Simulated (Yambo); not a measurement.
Ba₂WZnO₆ (space group Fm-3m, No. 225); a = 5.8411 Å, b = 5.8411 Å, c = 5.8411 Å, α = 60.00°, β = 60.00°, γ = 60.00°. With the G0W0 scissor the direct gap on the mesh is 4.49 eV.

### Question
Does this run resolve the lowest exciton, and if so, what are its energy and binding? (Yambo, PBEsol bands; 4×4×4 mesh, 22 valence and 9 conduction bands, static screening with 97 bands and a 3 Ry block, scissor 1.56 eV, Tamm-Dancoff.)

### Answer
The mesh holds a bound state, but the numbers are provisional. These are vertical excitations (zero momentum). The lowest state lies at 3.62 eV (dark for light along x), the direct quasiparticle gap on this mesh at 4.49 eV. Its binding energy, counted from that gap, is 0.87 eV; it spreads over about 53 k points of the mesh. Convergence with the mesh was not shown. The first optically allowed state is at 4.08 eV. The scissor comes from a G0W0 run whose convergence isn't established. Spin-orbit coupling is left out, which matters for elements this heavy: edges can move by tenths of an eV.

Geometry of the Materials Project entry, not relaxed at this level.

With a shallow 3d shell G0W0 needs far more bands and larger blocks than here, so the scissor is uncertain by tenths of an eV or more.
